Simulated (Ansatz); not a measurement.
ZnS (zinc blende)

```xyz
2
Lattice="0.0000 2.6946 2.6946 2.6946 0.0000 2.6946 2.6946 2.6946 0.0000" Properties=species:S:1:pos:R:3 pbc="T T T"
S      4.0418     4.0418     4.0418
Zn     0.0000     0.0000     0.0000
```

The slice is a {111} plane (indices of the conventional cell) through the point (0.000, 0.000, 0.000) (fractional), spanned by u = [100] and v = [-1 2 0] in vectors of this cell: u (3.81 Å) and v (6.60 Å, at 90° to u). It covers one period; positions are fractions (u, v).

These are r2SCAN (plane waves to 500 eV, PAW, scalar-relativistic; Ansatz, a program for electronic structure) values and carry that method's errors. k mesh 11×11×11. These are valence fields of a PAW run, semicore shells included where kept as valence: close to a nucleus they are smooth pseudo fields. ZnS was relaxed with its symmetry unable to fall.

### Question
Predict the map of the electron localisation function (ELF) on the slice.

### Answer
```
|xxxx0011337788888877331100xx|
|0000112266999999999966221100|
|1111113388999999999988331111|
|1111226699999999999999662211|
|1111336688999999999988663311|
|0000225577999999999977552200|
|0000113366778888887766331100|
|0000001133333333333333110000|
|0000001111111111111111110000|
|0000111111110000001111111100|
|333322111100xxxxxx0011112233|
|666644111100xxxxxx0011114466|
|888877331100xxxxxx0011337788|
|9999996622110000001122669999|
|9999998833111111111133889999|
|9999999966221111112266999999|
|9999998866331111113366889999|
|9999997755220000002255779999|
|8888776633110000001133667788|
|3333333311000000000011333333|
|1111111111000000000011111111|
|0000111111110000001111111100|
|xxxx0011112233333322111100xx|
|xxxx0011114466666644111100xx|
```
Scale: ten equal steps from 0.02 (start of '0') to 0.84 (end of '9'), in the order '0123456789'. Values: electron localisation function (ELF). The map has 14 points along u (two characters each, u = 0 at the left) and 24 along v (v = 0 in the bottom row). Points within 0.5 Å of a nucleus are blanked (x), as the pseudised field means little there.
